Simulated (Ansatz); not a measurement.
WC:
```
WC
1.0
    5.41453     0.00000     0.00000
    0.00000     3.97439     0.00000
    0.00000     0.00000     4.09886
W C
4 4
Direct
  0.20994   0.25000   0.10189
  0.29006   0.75000   0.60189
  0.79006   0.75000   0.89811
  0.70994   0.25000   0.39811
  0.12100   0.25000   0.59387
  0.37900   0.75000   0.09387
  0.87900   0.75000   0.40613
  0.62100   0.25000   0.90613
```

Relaxed with PBE. Special points in fractions of this cell's reciprocal vectors: Γ (0.000, 0.000, 0.000); X (0.500, 0.000, 0.000); S (0.500, 0.500, 0.000); Y (0.000, 0.500, 0.000); Z (0.000, 0.000, 0.500); U (0.500, 0.000, 0.500); R (0.500, 0.500, 0.500); T (0.000, 0.500, 0.500).

Problem. List the band energies nearest the Fermi level at these points for PBE (plane waves, PAW; program Ansatz).

Solution. In eV from the Fermi level; about four levels below and three above (degenerate sets whole), none deeper than 8.9 eV; points with the same levels are listed once.

```
k                    below                above
-  -----------------------  -------------------
Γ  -1.56 -1.46 -0.33 -0.03       0.75 0.85 2.09
X  -1.92 -1.92 -1.78 -1.78  0.46 0.46 1.80 1.80
S  -2.13 -2.13 -2.13 -2.13  1.37 1.37 1.37 1.37
Y  -2.35 -2.35 -2.14 -2.14  0.77 0.77 1.49 1.49
Z  -0.98 -0.98 -0.78 -0.78  0.16 0.16 1.36 1.36
U  -0.75 -0.75 -0.01 -0.01  1.29 1.29 1.91 1.91
R  -0.80 -0.80 -0.80 -0.80  1.95 1.95 1.95 1.95
T  -1.98 -1.98 -0.91 -0.91  0.72 0.72 1.58 1.58
```

Space group Pnma. A made-up cell: these elements were put on the sites of a structure type; neither database checked (COD, Materials Project) lists it. It is not the phase usual at ambient conditions (space group No. 187). Symmetry was held in the PBE relaxation; whether a distortion lowers the energy is not shown. The run is not spin-polarised. Scalar-relativistic: spin–orbit coupling is off unless named, which matters more the heavier the elements.

Potentials: the later of the program's two PAW sets.
